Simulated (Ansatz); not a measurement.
Consider the following.

GaSb:
Space group P6₃/mmc (No. 194); a = b = 3.8713 Å, c = 7.1476 Å, α = β = 90.00°, γ = 120.00°

| atom | site | symmetry | x | y | z |
|---|---|---|---|---|---|
| Ga | 2a | -3m. | 0.0000 | 0.0000 | 0.0000 |
| Sb | 2c | -6m2 | 0.3333 | 0.6667 | 0.2500 |

This is the PBEsol-relaxed structure.

Task: All from the program Ansatz at the PBEsol level (PAW), unless another level is named. Give the electronic character.

Result: metallic (no gap).

Task: Predict the formation energy from the elements (no fitted shifts).

Result: 0.041 eV/atom.

Task: Give the density of states at the Fermi level.

Result: 0.55 states/eV per atom (mean over ±0.08 eV).

Task: Give the gap with spin–orbit coupling.

Result: none (metallic).

Space group P6_3/mmc (NiAs type). The start of the workflow was typed in or built on a structure type; neither database checked (COD, Materials Project) lists it. It is not the phase usual at ambient conditions (space group No. 216). Symmetry was held in the PBEsol relaxation; its stability against distortions is not shown here. The references are the lowest solids computed at this level, not always the standard phases. Spin–orbit coupling is left out wherever it is not named.

Potentials: the earlier of the program's two PAW sets. The files were generated under PBE; for other functionals the program regenerates the frozen cores, and for LDA and PBEsol the local potential too.
